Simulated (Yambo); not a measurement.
A G0W0@LDA run in Yambo for KSO$_{2}$F (space group P2_1/m, No. 11) (2×2×2 Γ-centred k mesh, 269 bands and a 7 Ry block in the screening, 269 bands in G with the Bruneval-Gonze terminator, plasmon pole fitted at 27.2 eV) gives these matrix elements, in eV, at the band edges ((-0.5, 0, -0.5) → (-0.5, 0, 0)):

| state | E0 | <Vxc> | <Σx> | <Σc(E0)> | Z |
|---|---|---|---|---|---|
| valence edge | 0.000 | -18.113 | -22.806 | 2.649 | 0.817 |
| conduction edge | 3.918 | -15.253 | -10.608 | -2.391 | 0.833 |

Task: Solve the linearised quasiparticle equation for both states, give the gap, and say how exchange and correlation each act on it.

Result: E = E0 + Z(Σx + Σc − Vxc). Valence: 0.000 + 0.817 × (-22.806 + (2.649) − (-18.113)) = -1.67 eV. Conduction: 3.918 + 0.833 × (-10.608 + (-2.391) − (-15.253)) = 5.80 eV. The gap is 7.46 eV, against 3.92 eV in LDA. Replacing Vxc by bare exchange alone would open it by 9.34 eV; correlation takes back 5.04 eV of that, and Z scales what is left. Nearest settings tried, and what they do to the gap: 175 bands in G: +11 meV; 128 bands in W: +72 meV; 3 Ry block (111 vectors against 385): +80 meV. Not varied: mesh. So the settings aren't converged at that level. The k mesh is coarse. 

Geometry of the Materials Project entry, not relaxed at this level; primitive cell a = 4.7090 Å, b = 5.8160 Å, c = 7.1513 Å, α = γ = 90.00°, β = 108.35°.
